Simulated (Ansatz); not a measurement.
Input:

SnS2:
```
CELL_PARAMETERS angstrom
      5.90012     0.00000     0.00000
      0.00000     6.33533     0.00000
      0.00000     0.00000     3.77568
ATOMIC_POSITIONS crystal
  Sn 0.00000 0.00000 0.00000
  Sn 0.50000 0.50000 0.50000
  S  0.25466 0.35538 0.00000
  S  0.75466 0.14462 0.50000
  S  0.24534 0.85538 0.50000
  S  0.74534 0.64462 0.00000
```

This is the PBE-relaxed structure. x, y and z are the axes in which the lattice vectors are written.

### Question
All from PBE in the plane-wave PAW code Ansatz, unless another level is named. Give the hole effective mass.

### Answer
0.15, 2.6, 9.4 mₑ (principal values).

### Question
What about the formation energy from the elements (no fitted shifts)?

### Answer
-0.22 eV/atom.

### Question
Predict the band gap.

### Answer
0.34 eV (smallest direct gap 0.34 eV).

### Question
What about the valence-band maximum?

### Answer
on the Γ–Z line, 9 % of the way from Γ (k = 0.000, 0.000, -0.047).

### Question
Next, the weight of the conduction-edge state by species (Voronoi cells)?

### Answer
S 85 %, Sn 15 %.

### Question
What about the conduction-band minimum?

### Answer
at Γ.

Space group Pnnm. The cell is a constructed one: a structure type filled with these elements; neither database checked (COD, Materials Project) lists it. It is not the phase usual at ambient conditions (space group No. 164). The cell was relaxed with PBE under the symmetry of its start; whether a distortion lowers the energy is not shown. The references are the lowest solids computed at this level, not always the standard phases. Spin–orbit coupling is left out wherever it is not named.

Potentials: the later of the program's two PAW sets.
